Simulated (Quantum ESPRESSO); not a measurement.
# Al2MgF8: a curve over strain

Simulated, not a measurement. The program is pw.x of Quantum ESPRESSO 7.5 (plane-wave density functional theory). The cell is made up: 11 atoms on a rutile lattice with one site empty, with randomly drawn elements, strain and displacements, not relaxed. PseudoDojo standard norm-conserving files (v0.5 for PBE, v0.4.1 for LDA and PBEsol) set the functional; there is no spin polarisation, spin-orbit coupling or dispersion term, and the masses in the input are unused placeholders.

Seven runs add a strain to one cell (the same linear strain along x, y and z); the atoms follow the cell and are not relaxed. Stress in the table is positive in tension.

Input of the run at -0.0014:

```
&control calculation='scf', pseudo_dir='./dojo.nc.sr.pbe.v0_5.standard.upf', outdir='./o', disk_io='medium', tprnfor=.true., tstress=.true. /
&system ibrav=0, nat=11, ntyp=3, nbnd=42, ecutwfc=84.00895049, nosym=.true., tot_charge=0,
 occupations='smearing', smearing='fd', degauss=0.0018374661
/
&electrons conv_thr=7.350e-09, electron_maxstep=60, /
ATOMIC_SPECIES
Al 1.0 Al.upf
F 1.0 F.upf
Mg 1.0 Mg.upf
CELL_PARAMETERS angstrom
4.6711 0.0097 0.0207
0.0097 4.5535 0.0389
0.0274 0.0516 6.1375
ATOMIC_POSITIONS angstrom
Al 2.4529 2.3169 1.614
Al -0.0517 -0.079 2.8636
Mg 2.3827 2.4457 4.6843
F 1.5094 1.3282 0.0485
F 3.0566 3.1326 -0.1429
F 3.786 1.0223 1.6274
F 0.7834 3.7389 1.6299
F 1.3955 1.5383 3.085
F 3.2845 3.0357 3.1016
F 3.7842 1.0325 4.7042
F 0.9365 3.7228 4.5444
K_POINTS automatic
5 5 4 1 1 1
```

| added strain | free energy less that of the input shown (eV) | stress xx (GPa) | stress yy (GPa) | stress zz (GPa) | stress xy (GPa) | pressure (GPa) | next band up at Gamma (eV) | iterations |
| --- | --- | --- | --- | --- | --- | --- | --- | --- |
| -0.0245 | -0.0953 | -5.32 | -6.09 | 5.08 | -3.16 | 2.11 | 3.956 | 10 |
| -0.0108 | -0.0878 | -0.97 | -1.70 | 10.15 | -3.35 | -2.49 | 3.631 | 10 |
| -0.0088 | -0.0754 | -0.40 | -1.13 | 10.81 | -3.37 | -3.09 | 3.584 | 11 |
| -0.0014 | 0.0000 | 1.57 | 0.85 | 13.07 | -3.44 | -5.16 | 3.416 | 11 |
| +0.0041 | 0.0782 | 2.91 | 2.19 | 14.60 | -3.48 | -6.57 | 3.295 | 11 |
| +0.0125 | 0.2369 | 4.75 | 4.05 | 16.68 | -3.54 | -8.49 | 3.114 | 11 |
| +0.0171 | 0.3406 | 5.67 | 4.98 | 17.71 | -3.56 | -9.45 | 3.018 | 11 |

A cubic fit gives a slope of stress xx against the added strain of 247 GPa at zero added strain, with the atoms clamped. Across the table the free energy follows the integral of the stress to within 3.4 meV. A rerun of one of the cells at 1437 eV and a 7 x 7 x 6 mesh moved values by no more than 0.004 eV in energy, 0.02 GPa in stress and 0.003 eV/Å in force. The band column is the level of band 37 at Gamma less that of band 36, whose number is half the electron count, rounded up; it comes from a band step after each run.